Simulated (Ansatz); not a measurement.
Cs:
```yaml
crystal:
  lattice:
    - [5.54672, 0.00000, 0.00000]
    - [-2.77336, 4.80360, 0.00000]
    - [0.00000, 0.00000, 9.21500]
  atoms:
    - { symbol: Cs, position: [0.33333, 0.66667, 0.25000] }
    - { symbol: Cs, position: [0.66667, 0.33333, 0.75000] }
```

Relaxed with r²SCAN+D4. Special points in fractions of this cell's reciprocal vectors: Γ (0.000, 0.000, 0.000); M (0.500, 0.000, 0.000); K (0.333, 0.333, 0.000); A (0.000, 0.000, 0.500); L (0.500, 0.000, 0.500); H (0.333, 0.333, 0.500).

List the band energies nearest the Fermi level at these points for the program Ansatz at the r²SCAN+D4 level (PAW).

In eV from the Fermi level; about four levels below and three above (degenerate sets whole), none deeper than 8.9 eV; … stands for higher levels left out; points with the same levels are listed once.

```json
[
 {"k": "Γ", "below": "-1.74", "above": "0.02 0.54 2.59"},
 {"k": "M", "below": "–", "above": "0.04 0.27 0.79"},
 {"k": "K", "below": "–", "above": "0.57 0.62 0.62"},
 {"k": "A", "below": "-1.14 -1.14", "above": "1.69 1.69 …"},
 {"k": "L", "below": "–", "above": "0.23 0.23 0.82 0.82"},
 {"k": "H", "below": "–", "above": "0.76 0.76 1.02 1.02"}
]
```

Space group P6_3/mmc (hcp (Mg type)). The workflow started from a Materials Project entry (that database holds measured and hypothetical structures alike); the Crystallography Open Database copy checked does not list it. It is not the phase usual at ambient conditions (space group No. 229). Symmetry was held in the r²SCAN+D4 relaxation; its stability against distortions is not shown here. The pairwise dispersion correction was not fitted to metals. Scalar-relativistic: spin–orbit coupling is off unless named, which matters more the heavier the elements.

Potentials: the later of the program's two PAW sets.
